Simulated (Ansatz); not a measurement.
## Ir: stiffness from a series of strains

```xyz
1
Lattice="0.0000 1.9197 1.9197 1.9197 0.0000 1.9197 1.9197 1.9197 0.0000" Properties=species:S:1:pos:R:3 pbc="T T T"
Ir    0.0000    0.0000    0.0000
```

The cell comes from COD entry 9008470, which wasn't checked; take it as a given geometry.

Spin–orbit coupling is left out, though it moves levels of the heavy atoms by tenths of an eV or more.

All numbers below come from Ansatz 0.2.0, DFT, PBEsol, all-electron LAPW, scalar-relativistic.

Settings: a Γ-centred 15×15×15 k mesh, Fermi–Dirac smearing of 0.05 eV, basis error target 0.5 meV/atom, no spin polarisation.

The strain is applied along the Cartesian axes of the cell as listed (the other components stay zero). Fractional coordinates are held (clamped ions).

σ is the change of stress from the unstrained cell, which is at -2.83 GPa; tension is positive, so slopes are stress–strain coefficients at that pressure. In a metal the k mesh adds noise.

Only quantities that a quadratic follows smoothly over the whole series are listed; rougher ones are left out.

```tsv
εxx = εyy	σzz (GPa)	σxx (GPa)
-0.0300	-17.13	-31.52
-0.0200	-10.82	-19.76
0.0000	0.00	0.00
0.0100	4.57	8.25
0.0200	8.68	15.54
0.0300	12.41	21.92
```

Q: Fit the series and read off the stiffness at zero strain.

A: Least-squares fits y = p0 + p1 x + p2 x² to the rows give σzz (GPa): p1 = 491, p2 = -2600; σxx (GPa): p1 = 888, p2 = -5300. So 2 C12 = 491 GPa and C11 + C12 = 888 GPa.

Q: One run, at εxx = εyy = -0.0100, is withheld. Predict its row.

A: The fits give -5.20, -9.44; the run gave -5.11, -9.30.
